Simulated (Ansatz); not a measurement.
Given:

Be3Ni:
```cif
data_Be3Ni
_chemical_formula_sum 'Be3 Ni1'
_space_group_name_H-M_alt 'P 1'
_space_group_IT_number 1
_cell_length_a 4.06509
_cell_length_b 4.06509
_cell_length_c 4.06509
_cell_angle_alpha 134.715
_cell_angle_beta 134.715
_cell_angle_gamma 65.973
loop_
_space_group_symop_operation_xyz
  'x, y, z'
loop_
_atom_site_label
_atom_site_type_symbol
_atom_site_fract_x
_atom_site_fract_y
_atom_site_fract_z
_atom_site_occupancy
Be1 Be 0.75000 0.25000 0.50000 1
Be2 Be 0.25000 0.75000 0.50000 1
Be3 Be 0.50000 0.50000 0.00000 1
Ni1 Ni 0.00000 0.00000 0.00000 1
```

This is the r²SCAN-relaxed structure.

Question: All from the program Ansatz at the r²SCAN level (PAW), unless another level is named. Estimate the density of states at the Fermi level.

Answer: 0.23 states/eV per atom (mean over ±0.08 eV).

Question: Give the formation energy from the elements (no fitted shifts).

Answer: -0.29 eV/atom.

Space group I4/mmm. The workflow started from a Materials Project entry (that database holds measured and hypothetical structures alike); the Crystallography Open Database copy checked does not list it. With Be and Ni taken as one species the cell has the higher symmetry Fm-3m, so it may be an ordered model of a mixed-site phase. Whether it is the stable phase at ambient conditions was not checked. The r²SCAN relaxation kept the symmetry of its start; whether a distortion lowers the energy is not shown. The run is not spin-polarised. The references are the lowest solids computed at this level, not always the standard phases.

Potentials: the later of the program's two PAW sets.
